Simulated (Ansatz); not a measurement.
TiSi:
```
CELL_PARAMETERS angstrom
      3.07849     0.00000     0.00000
      0.00000     3.07849     0.00000
      0.00000     0.00000     3.07849
ATOMIC_POSITIONS crystal
  Ti 0.00000 0.00000 0.00000
  Si 0.50000 0.50000 0.50000
```

Relaxed with PBEsol. Special points in fractions of this cell's reciprocal vectors: Γ (0.000, 0.000, 0.000); X (0.000, 0.500, 0.000); M (0.500, 0.500, 0.000); R (0.500, 0.500, 0.500).

Question: List the band energies nearest the Fermi level at these points for the program Ansatz at the PBEsol level (PAW).

Answer: In eV from the Fermi level; about four levels below and three above (degenerate sets whole), none deeper than 8.9 eV; points with the same levels are listed once.

```tsv
k	below	above
Γ	-1.64 -1.64	2.10 2.10 2.10
X	-6.35 -0.53 -0.38 -0.38	2.38 3.37 6.06
M	-7.52 -3.48 -3.48 -1.58	0.77 0.77 3.26
R	-4.39 -4.39 -4.39 -3.41	2.99 2.99 2.99
```

Space group Pm-3m (CsCl type). The cell is a constructed one: a structure type filled with these elements; neither database checked (COD, Materials Project) lists it. COD files the formula under space group No. 25. Whether it is the stable phase at ambient conditions was not checked. The cell was relaxed with PBEsol under the symmetry of its start. At this level the phase is mechanically unstable. The run is not spin-polarised.

Potentials: the earlier of the program's two PAW sets. The files were generated under PBE; for other functionals the program regenerates the frozen cores, and for LDA and PBEsol the local potential too.
